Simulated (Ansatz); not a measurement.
Ga (body-centred tetragonal, I4/mmm) at seven volumes, DFT-r²SCAN in the program Ansatz with PAW potentials, shape and atoms relaxed at each. One row is withheld.

| V (Å³/atom) | P (GPa) |
|---|---|
| 16.281 | 6.98 |
| 16.818 | ? |
| 17.354 | 1.95 |
| 17.891 | 0.00 |
| 18.428 | -1.60 |
| 18.965 | -2.89 |
| 19.501 | -4.04 |

Task: Fit the shown pressures and predict the withheld one.

Result: P = (3/2)B₀(x^(7/2) − x^(5/2))[1 + (3/4)(B′ − 4)(x − 1)] with x = (V₀/V)^(2/3). Least squares on the six rows gives V₀ = 17.896 Å³/atom, B₀ = 58.2 GPa, B′ = 5.02. At V = 16.818, x = 1.0423 and P = 4.23 GPa. The run itself gave 4.26 GPa.

The first step of the workflow began from a Materials Project structure, measured or hypothetical; the Crystallography Open Database copy checked does not list it. It is not the phase usual at ambient conditions (space group No. 64). The r²SCAN relaxation kept the symmetry of its start; its stability against distortions is not shown here.

Potentials: the earlier of the program's two PAW sets.
